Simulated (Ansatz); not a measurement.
NaHg2:
```
CELL_PARAMETERS angstrom
      5.07508     0.00000     0.00000
     -2.53754     4.39515     0.00000
      0.00000     0.00000     3.26176
ATOMIC_POSITIONS crystal
  Hg 0.33333 0.66667 0.50000
  Hg 0.66667 0.33333 0.50000
  Na 0.00000 0.00000 0.00000
```

Relaxed with r²SCAN. Special points in fractions of this cell's reciprocal vectors: Γ (0.000, 0.000, 0.000); M (0.500, 0.000, 0.000); K (0.333, 0.333, 0.000); A (0.000, 0.000, 0.500); L (0.500, 0.000, 0.500); H (0.333, 0.333, 0.500).

Problem. List the band energies nearest the Fermi level at these points for the program Ansatz at the r²SCAN level (PAW).

Solution. In eV from the Fermi level; about four levels below and three above (degenerate sets whole), none deeper than 8.9 eV; points with the same levels are listed once.

| k | below | above |
|---|---|---|
| Γ | -7.38 -7.38 -6.82 -6.82 -0.24 | 1.27 1.27 3.86 3.86 |
| M | -6.75 -6.75 -5.73 -5.19 -0.62 | 1.17 7.93 8.48 |
| K | -6.42 -5.41 -5.41 -2.45 | 4.90 4.90 6.73 |
| A | -7.24 -7.24 -6.32 -4.27 -2.07 | 2.74 4.06 4.06 |
| L | -6.43 -3.14 -2.26 -0.30 | 1.28 1.83 3.87 |
| H | -6.62 -6.62 -6.39 -2.61 -2.61 | 0.11 0.51 0.51 |

Space group P6/mmm. The workflow started from an entry of the Crystallography Open Database (COD). Whether it is the stable phase at ambient conditions was not checked. Symmetry was held in the r²SCAN relaxation; its stability against distortions is not shown here. Spin–orbit coupling is left out wherever it is not named.

Potentials: the later of the program's two PAW sets.
